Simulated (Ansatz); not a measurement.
AlCo3 (Cu3Au type, space group No. 221) under volume change, r²SCAN (plane waves, PAW; program Ansatz), scaled uniformly.

| V (Å³/atom) | E − E(relaxed) (meV/atom) | P (GPa) |
|---|---|---|
| 10.490 | 55.2 | 18.90 |
| 10.835 | ? | ? |
| 11.181 | 5.4 | 5.17 |
| 11.527 | 0.0 | -0.01 |
| 11.873 | 4.9 | -4.37 |
| 12.219 | ? | ? |
| 12.564 | 40.1 | -11.73 |

**Question.** Complete the blanks.

**Answer.** 
- 10.835, E − E(relaxed) (meV/atom): 22.9
- 10.835, P (GPa): 11.27
- 12.219, E − E(relaxed) (meV/atom): 18.5
- 12.219, P (GPa): -8.20

**Question.** What does a third-order Birch–Murnaghan fit give for V₀, B₀ and B′?

**Answer.** V₀ = 11.52 Å³/atom, B₀ = 162 GPa, B′ = 4.4.

Space group Pm-3m (Cu3Au type). The first step of the workflow began from a Materials Project structure, measured or hypothetical; the Crystallography Open Database copy checked does not list it. Whether it is the stable phase at ambient conditions was not checked. Symmetry was held in the r²SCAN relaxation; whether a distortion lowers the energy is not shown. The final state is ferromagnetic, chosen from 4 collinear starts compared on coarse meshes (ties went to the first, and starts can fall back to one state), not a proven ground state. Other orbital occupations within this spin state were not tried.

Potentials: the later of the program's two PAW sets.
